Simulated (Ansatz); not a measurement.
Clamped-ion strain scan in Sr

The calculation used DFT PBEsol, scalar-relativistic, plane waves, PAW in Ansatz 0.2.0. Cutoff 420 eV, Γ-centred 10×10×10 k-points, Gaussian smearing of 0.03 eV. No spin polarisation. Energies are free energies at this smearing, counted from the undisturbed cell; pressure is positive in compression.

Zero of the scan (as given, not relaxed at this level; it stands at -0.9 GPa):

```
Sr
1.0
     0.00000    3.04235    3.04235
     3.04235    0.00000    3.04235
     3.04235    3.04235    0.00000
Sr
1
Direct
  0.00000 0.00000 0.00000
```

The cell is strained by ε times the Voigt pattern (1, -1, 0, 0, 0, 0) (xx, yy, zz, yz, xz, xy; engineering shear) with fractional coordinates fixed. The cell is metallic on the mesh throughout.

ε, ΔE (meV/atom) and a bar:
```
  -0.1000       12.4 ##############################
  -0.0500        2.0 #####
   0.0000        0.0
   0.0125        0.0
   0.0250        0.3 #
   0.0375        1.0 ##
   0.0625        3.6 #########
   0.0750        5.8 ##############
   0.0875        8.8 #####################
```

By symmetry 0.1000 repeats -0.1000, -0.0750 repeats 0.0750, 0.0500 repeats -0.0500, -0.0250 repeats 0.0250 in energy, with the opposite slope along the path.